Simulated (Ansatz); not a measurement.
## Bi2Se3: from a starting cell to a relaxed one

The start is a relaxed Bi2Se3 cell with one Bi and one Se atom exchanged in a cell of 5 atoms. The structure is fully relaxed (lattice and positions, P = 0) with PBE (plane waves to 420 eV, PAW, scalar-relativistic; Ansatz, an electronic-structure program). The first steps use a coarse 7×7×7 k-mesh.

Starting cell:
```
CELL_PARAMETERS angstrom
      2.09474     1.20940    10.46854
     -2.09474     1.20940    10.46854
      0.00000    -2.41880    10.46854
ATOMIC_POSITIONS crystal
  Se 0.39546 0.39546 0.39546
  Bi 0.60454 0.60454 0.60454
  Se 0.00000 0.00000 0.00000
  Bi 0.22146 0.22146 0.22146
  Se 0.77854 0.77854 0.77854
```

```yaml
largest_initial_force: about 2.5 eV/Å, on Bi4 (atoms numbered as listed)
energy_released: 0.29 eV/atom
volume_change: -11.9 %, from 31.82 to 28.05 Å³/atom
relative_to_the_parent: "It does not go back: it is caught in R-3m (No. 166), 0.44 eV/atom above the parent"
Shortest distances (start → end): "The closest pairs of elements (up to four, under 3.6 Å), start → end: Se–Se 2.88 → 2.96 Å; Bi–Bi 2.88 → 3.52 Å; Bi–Se 3.11 → 2.92 Å"
band_gap_at_the_end: no gap (metallic)
optimiser_moves: 16
```

The end point of the relaxation:

Space group R-3m, hexagonal axes (No. 166); a = b = 4.168 Å, c = 27.970 Å, α = β = 90.00°, γ = 120.00°

```csv
atom,site,symmetry,x,y,z
Se,3b,-3m,0.0000,0.0000,0.5000
Bi,6c,3m,0.0000,0.0000,0.2874
Se,6c,3m,0.0000,0.0000,0.1051
```
(The calculation used a cell of 5 atoms; values per cell refer to that cell.)

Final values are on a 13×13×13 k-mesh of the relaxed cell. No spin polarisation in the result.

The run could not lose the symmetry of its start.

The first start was generated by placing the elements on the sites of a structure type. A measured structure of Bi2Se3 has the same space group, R-3m (No. 166); the sites were not compared with it.
